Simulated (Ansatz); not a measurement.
Hf:
Space group P6₃/mmc (No. 194); a = 3.2048 Å, b = 3.2048 Å, c = 5.0673 Å, α = 90.00°, β = 90.00°, γ = 120.00°

```
atom  site  symmetry       x       y       z
----  ----  --------  ------  ------  ------
Hf      2d      -6m2  0.6667  0.3333  0.2500
```

Relaxed at zero pressure with PBE (plane waves, PAW; program Ansatz).

Problem. The volume is raised by 6 % and shape and atoms relax at that volume. What pressure results, and how do the axes share the change?

Solution. -5.7 GPa; a 2.0 %, b 2.0 %, c 1.9 %; the energy rises by 25 meV/atom.

Problem. Give the new structure.

Solution. 
Space group P6₃/mmc (No. 194); a = 3.269 Å, b = 3.269 Å, c = 5.163 Å, α = 90.00°, β = 90.00°, γ = 120.00°

| atom | site | symmetry | x | y | z |
|---|---|---|---|---|---|
| Hf | 2d | -6m2 | 0.6667 | 0.3333 | 0.2500 |

The phase is kept; no other phase was compared at this pressure.

Space group P6_3/mmc (hcp (Mg type)). The cell was relaxed with PBE under the symmetry of its start. No spin polarisation was allowed. Axis ratios of metals converge slowly with the k-mesh, so a and c are less sure than the volume. Spin–orbit coupling is left out wherever it is not named.

Potentials: the later of the program's two PAW sets.
